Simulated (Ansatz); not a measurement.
A: NiSi (MnP type, space group Pnma), a = 5.1046 Å, b = 3.3601 Å, c = 5.5039 Å, α = β = γ = 90.00°
B: SiSe$_{2}$ (SiS2 type, space group Ibam), a = 6.301 Å, b = 9.302 Å, c = 5.856 Å, α = β = γ = 90.00°
C: MgF₂ (rutile), a = b = 4.6389 Å, c = 3.0624 Å, α = β = γ = 90.00°

Scan: energy against volume (even scaling of the relaxed cell, symmetry kept). All come from one method, each on a k mesh of its own. All were relaxed with their symmetry unable to fall. NiSi is run without spin polarisation.

Question: Order them by bulk modulus at fixed cell shape (fitted) (lowest first) at the level PBEsol (plane waves to 420 eV, PAW, scalar-relativistic; Ansatz, a first-principles code).

Answer: B (13.6 GPa), C (98.4 GPa), A (185 GPa)

(A scan under strain: stresses follow from slopes of the energy per volume, elastic moduli from its curvatures.)
